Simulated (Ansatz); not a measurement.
ZnSnN2:
```
CELL_PARAMETERS angstrom
      1.60139     0.92456     5.21270
     -1.60139     0.92456     5.21270
      0.00000    -1.84913     5.21270
ATOMIC_POSITIONS crystal
  Zn 0.00000 0.00000 0.00000
  Sn 0.50000 0.50000 0.50000
  N  0.75343 0.75343 0.75343
  N  0.24657 0.24657 0.24657
```

The program Ansatz at the PBE level (PAW) gives a gap of 0.45 eV without spin–orbit coupling, maximum on the Γ–S0 line, 58 % of the way from Γ, minimum at Γ.

Task: What happens when spin–orbit coupling is switched on?

Result: The gap grows by 0.01 eV, to 0.46 eV; maximum on the Γ–S0 line, 58 % of the way from Γ, minimum at Γ.

Task: Give the electron effective mass with spin–orbit coupling.

Result: 0.099 mₑ (isotropic).

Task: Give the hole effective mass with spin–orbit coupling.

Result: 0.29, 0.88, 15 mₑ (principal values).

Space group R-3m. The start of the workflow was typed in or built on a structure type; neither database checked (COD, Materials Project) lists it. Its standing as an ambient phase is unchecked. Symmetry was held in the PBE relaxation; whether a distortion lowers the energy is not shown. Its formation energy is positive at this level, so the cell may be metastable or incomplete.

Potentials: the later of the program's two PAW sets.
